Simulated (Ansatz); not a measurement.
HfO₂:
```
CELL_PARAMETERS angstrom
      5.11421     0.00000     0.00000
      0.00000     5.18193     0.00000
     -0.87078     0.00000     5.22381
ATOMIC_POSITIONS crystal
  Hf 0.27620 0.45815 0.70826
  Hf 0.72380 0.54185 0.29174
  Hf 0.72380 0.95815 0.79174
  Hf 0.27620 0.04185 0.20826
  O  0.44797 0.74233 0.97847
  O  0.55203 0.25767 0.02153
  O  0.55203 0.24233 0.52153
  O  0.44797 0.75767 0.47847
  O  0.07005 0.33376 0.34403
  O  0.92995 0.66624 0.65597
  O  0.92995 0.83376 0.15597
  O  0.07005 0.16624 0.84403
```

Relaxed with r²SCAN.

Q: Map the electron localisation function on the plane through (0.724, 0.958, 0.792) spanned by u = [1, 0, -1] and v = [1, 1, 1] in lattice vectors, from DFT-r²SCAN in the program Ansatz with PAW potentials.

A: x is the fraction of u, y of v (the angle between them is 92°; rows are the nearest grid lines); atoms in the plane: Hf at (0.00, 0.00), O at (0.55, 0.28), O at (0.15, 0.20).
```
|@@@@#:            :+@@@@@#- .::.. :*@@@@|
|@@@#=. ...    .-:...*###+:.-*%%#*:.=%@@@|
|%%#=.  ...   :=*#*=::---..:*%@@@%=.:+%%%|
|...    ..   -*%@@@@@=.   :*%@@@@%*:   ..|
|%%%*=:.    .=%@@%%%@%+.  .-*#%%#+:  :+#%|
|@@@@%+. .::..-#@@@@@#=      ....   -#@@@|
|%%%@@+..-=+=::=%@@@%+.            .=%@@%|
|@@@@#-.=#%%#*-..-+*=   .-==:.  ... :*@@@|
|%%%*-..-*##*+:       .=#%%%#=:.:::. .+#%|
|....    .....       .=*%@@@%*-....     .|
|                    .=*%%@@%#-.         |
|:.         .....     .-+*##*=.  :=*##*+:|
|#+:    .:-==++=-:       ....  :+%@@@@@@#|
|%*-    .:=+++=-:.   ::..     .+%@@##%@@%|
|%+:    ..:---:..   :***+-.   .=%@@%%%@@%|
|=.  .::.    ..   .+%@@@@%*:   :+%@@@@%#=|
|  :+#%%#*-.     .=%@*=*%@%*:   .:=++=:. |
|.+%@@%%%@@*-    :*%@#*#@@%+.           .|
|-*%@%*=*@@%+:   :+%@@@@@@#-            -|
|:+%@%*+#@@%#-    .-+***=-.   :--:..    :|
|..:+%@@@@%*-.       .:::.   .-==-:.   ..|
|%%*=..:==:.        -%@@%#+:  .::.  .=#%%|
|@@@#=.            .+@@@@%#-        -#@@@|
|@@@@#:            :+@@@@@#- .::.. :*@@@@|
```
Scale: ten equal steps from 0.014 (start of ' ') to 0.858 (end of '@'), in the order ' .:-=+*#%@'; x runs from 0.000 to 1.00, y from 0.000 (bottom) to 1.00 (top).

The density is the valence pseudo-density with augmentation charge, so density and ELF within about 1 Å of a nucleus are not all-electron values.

Space group P2_1/c. Symmetry was held in the r²SCAN relaxation. No spin polarisation was allowed. Scalar-relativistic: spin–orbit coupling is off unless named, which matters more the heavier the elements.

Potentials: the earlier of the program's two PAW sets.
